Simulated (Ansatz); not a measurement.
TaN: zone-centre modes under pressure

TaN, Fm-3m, a = 4.349 Å. This isn't the usual stable structure of the compound. Ansatz: LDA, PAW, 420 eV, Γ-centred 16×16×16 mesh on 2 atoms, Fermi-Dirac smearing 0.15 eV; no spin polarisation. Cell and atoms are relaxed at each pressure with the symmetry kept; optical modes at Γ by linear response, in cm⁻¹, the highest.

| P (GPa) | V (Å³/atom) | ω1 |
| --- | --- | --- |
| 0 | 10.285 | 423.2 |
| 5 | 10.153 | 440.1 |
| 11 | 10.005 | 459.1 |
| 22 | 9.761 | ? |

Task: Get the mode's Grüneisen parameter γ = −d ln ω/d ln V from the other rows and predict the missing frequency.

Result: ln(V/V0) = 0.0000, -0.0129, -0.0276, -0.0523; a line through ln(ω/ω0) of the 3 known rows gives ω1: γ = 2.948 (intercept 0.0004), predicted 493.9, computed 490.8. The miss is 0.6 %, or 5 % of the shift under pressure, so a constant γ serves at that level. In a metal these frequencies hang on the mesh and smearing.

Spin–orbit coupling is left out, which can shift energies with elements as heavy as these.

Cost: 4 runs of about 2.3 core-minutes in all, on Intel Xeon Platinum 8259CL (Skylake/Cascade Lake) (shared hosts).